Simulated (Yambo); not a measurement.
```
CELL_PARAMETERS angstrom
      0.00000     2.88271     2.88271
      2.88271     0.00000     2.88271
      2.88271     2.88271     0.00000
ATOMIC_POSITIONS crystal
  Mg 0.00000 0.00000 0.00000
  S  0.25000 0.25000 0.25000
```

MgS (zinc blende, space group F-43m, No. 216) under isotropic strain of +2 % on all lattice vectors: mean Im ε in 1 eV windows above the direct gap of 4.87 eV, for different electron-hole kernels (Yambo, broadening 0.15 eV, norm-conserving PBEsol (Quantum ESPRESSO, 84 Ry, without SOC) bands; 10×10×10 mesh, 3 valence and 1 conduction bands, static screening with 22 bands and a 4 Ry block, scissor 1.84 eV, Tamm-Dancoff; field along x).

```
window (eV)  independent quasiparticles  BSE
-----------  --------------------------  ---
4.9 to 5.9                          0.9  4.4
5.9 to 6.9                          2.5  6.0
6.9 to 7.9                          7.4  2.9
```

This run doesn't resolve bound excitons or single peaks, so only averages are given, and they too depend on the mesh; weight that the attraction moves below the gap isn't listed. All transitions below 8.29 eV are in the band window. The scissor comes from a G0W0 run whose convergence isn't established.

Geometry strained from the cell relaxed with PBEsol, atoms relaxed again.

This is not the ordinary phase of the substance; no match was found in the copy of COD used, and its stability was not checked.
